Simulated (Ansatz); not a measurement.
Sb$_{2}$Pt (Pa-3), relaxed with r²SCAN (Ansatz, a first-principles code, plane waves, PAW): a = 6.503 Å, b = 6.503 Å, c = 6.503 Å, α = 90.00°, β = 90.00°, γ = 90.00°.

| Quantity | Result |
|---|---|
| ΔH_f (eV/atom) | -0.53 |
| B₀ by P(V) fit (GPa) | 117 |

Problem. The same phase is relaxed and computed with PBEsol in the same code. What are the cell and these values now?

Solution. a = b = c = 6.462 Å, α = β = γ = 90.00°.

- ΔH_f (eV/atom): -0.50
- B₀ by P(V) fit (GPa): 120

All cells were relaxed under the symmetry of their starts (and spin orders); stability against distortions was not tested throughout. Rows with no word on spin ran without spin polarisation. Spin–orbit coupling is left out wherever it is not named.

Potentials: the later of the program's two PAW sets.

Ansatz is a plane-wave DFT program.

Formation energies count from the lowest solids of the elements computed at the same level, not from gases.
